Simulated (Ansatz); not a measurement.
LaZn₄:
```xyz
10
Lattice="3.1403 -5.1106 0.0000 3.1403 5.1106 0.0000 0.0000 0.0000 6.0255" Properties=species:S:1:pos:R:3 pbc="T T T"
La     3.1403     2.3672     1.5064
La     3.1403    -2.3672     4.5191
Zn     3.1403    -3.5844     1.5064
Zn     3.1403     3.5844     4.5191
Zn     3.1403    -1.0971     1.5064
Zn     3.1403     1.0971     4.5191
Zn     1.3500     0.0000     0.0000
Zn     4.9307     0.0000     3.0128
Zn     4.9307     0.0000     0.0000
Zn     1.3500     0.0000     3.0128
```

Relaxed with r²SCAN. Special points in fractions of this cell's reciprocal vectors: Γ (0.000, 0.000, 0.000); Y (-0.500, 0.500, 0.000); C0 (-0.344, 0.656, 0.000); Σ0 (0.344, 0.344, 0.000); Z (0.000, 0.000, 0.500); A0 (0.344, 0.344, 0.500); E0 (-0.344, 0.656, 0.500); T (-0.500, 0.500, 0.500); S (0.000, 0.500, 0.000); R (0.000, 0.500, 0.500).

**Question.** List the band energies nearest the Fermi level at these points for r²SCAN in the plane-wave PAW code Ansatz.

**Answer.** In eV from the Fermi level; about four levels below and three above (degenerate sets whole), none deeper than 8.9 eV; points with the same levels are listed once.

| k | below | above |
|---|---|---|
| Γ | -0.99 -0.84 -0.77 -0.24 | 0.13 0.63 1.87 |
| Y | -0.68 -0.42 -0.41 -0.12 | 1.23 2.08 2.22 |
| C0 | -1.65 -0.83 -0.47 -0.27 | 1.18 1.29 1.61 |
| Z | -0.25 -0.25 -0.11 -0.11 | 0.02 0.02 2.34 2.34 |
| A0 | -0.69 -0.69 -0.02 -0.02 | 0.31 0.31 1.43 1.43 |
| T | -3.06 -3.06 -2.34 -2.34 | 0.34 0.34 0.70 0.70 |
| S | -1.39 -0.89 -0.73 -0.43 | 0.22 0.51 0.62 |
| R | -2.04 -2.04 -0.17 -0.17 | 0.97 0.97 1.46 1.46 |

Space group Cmcm. The workflow started from an entry of the Crystallography Open Database (COD, 296 K). Its standing as an ambient phase is unchecked. The cell was relaxed with r²SCAN under the symmetry of its start; whether a distortion lowers the energy is not shown. Spin–orbit coupling is left out wherever it is not named.

Potentials: the later of the program's two PAW sets.
